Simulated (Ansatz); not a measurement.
**Two-dimensional strain map in Au**

All numbers below come from DFT PBEsol, scalar-relativistic, plane waves, PAW (Ansatz). Settings: plane waves to 420 eV, k-mesh 20×20×20 (Γ-centred), Gaussian smearing 0.15 eV. Spin–orbit coupling is left out, which can shift energies with elements as heavy as these. No spin polarisation. Energies are free energies at this smearing, counted from the undisturbed cell; pressure is positive in compression.

Reference structure (as given, not relaxed at this level; it stands at -9.4 GPa; this bcc form isn't the usual structure):

```
Au
1.0
    -1.65727    1.65727    1.65727
     1.65727   -1.65727    1.65727
     1.65727    1.65727   -1.65727
Au
1
Direct
  0.00000 0.00000 0.00000
```

The cell is strained by p along both x and y and by q along z, fractional coordinates fixed. Points are written (p, q). At -9 GPa the given cell is far from its own equilibrium, so these figures belong to a strongly strained crystal.

p was sampled at -0.050, -0.025, 0.000, 0.025, 0.050 and q at -0.050, -0.025, 0.000, 0.025, 0.050.

Task: Where on the computed points is the energy highest, and how high?

Result: At (0.050, 0.050): 278.4 meV/atom.

Task: Away from (0, 0), which computed point is lowest?

Result: (-0.050, 0.050): -37.8 meV/atom.

The map, in meV/atom:

| p \ q | -0.050 | -0.025 | 0.000 | 0.025 | 0.050 |
| --- | --- | --- | --- | --- | --- |
| -0.050 | 43.4 | 1.8 | -24.0 | -36.5 | -37.8 |
| -0.025 | -24.2 | -35.9 | -34.7 | -23.2 | -3.1 |
| 0.000 | -35.5 | -22.5 | 0.0 | 30.6 | 67.3 |
| 0.025 | -4.1 | 29.0 | 68.9 | 114.2 | 163.9 |
| 0.050 | 59.1 | 107.9 | 161.7 | 218.8 | 278.4 |